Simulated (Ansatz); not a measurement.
RhS2, a database entry at a rescaled volume

```xyz
12
Lattice="5.6364 0.0000 0.0000 0.0000 5.6364 0.0000 0.0000 0.0000 5.6364" Properties=species:S:1:pos:R:3 pbc="T T T"
S     2.1418    2.1418    2.1418
S     0.6764    3.4946    4.9600
S     4.9600    0.6764    3.4946
S     3.4946    4.9600    0.6764
S     3.4946    3.4946    3.4946
S     4.9600    2.1418    0.6764
S     0.6764    4.9600    2.1418
S     2.1418    0.6764    4.9600
Rh    0.0000    0.0000    0.0000
Rh    2.8182    0.0000    2.8182
Rh    2.8182    2.8182    0.0000
Rh    0.0000    2.8182    2.8182
```

Method: r2SCAN, no spin polarisation; PAW, plane waves to 500 eV, 6×6×6 Γ-centred mesh, fermi-dirac occupations (width 0.1 eV) (Ansatz 0.2.0), atoms fixed.

(1) Is it stable against the elements?

(2) What do density and ELF say about some of the short contacts?

(3) Metal or insulator?

(4) Where is the largest force?

(5) Which element gives electrons and which takes them?

(6) What does the stress say?

Origin: a database entry at a rescaled volume. Caveats: many states at the Fermi level without spin polarisation, so a magnetic state may lie lower.

Results:

(1) -0.45 eV an atom against the elements' usual phases (free molecules for gases, crystals otherwise, with no correction for O₂ or N₂), so it is bound against them; other compounds may still compete. Relaxing would lower it.

(2) S–S at 2.34 Å: least valence density 0.63 e/Å³ and ELF 0.69 there. S–Rh at 2.35 Å: least valence density 0.63 e/Å³ and ELF 0.38 there. Both are smooth PAW fields, read partly inside the augmentation spheres.

(3) It is a metal, with about 10 states/eV a cell as the mean within 0.25 eV of the Fermi level, mostly S p (43 %) and Rh d (42 %).

(4) The largest is on S7 (and as large on other atoms): 0.08 eV/Å, components (-0.05, 0.05, 0.05). It makes 0° with the line to a nearest neighbour, S3 at 2.34 Å, pointing towards it.

(5) Bader charges in e: Rh +0.53, S -0.26. In the mean Rh gives up most and S takes most.

(6) The pressure is 7.2 GPa (compression positive), so with the atoms held at these fractions the cell would first expand.
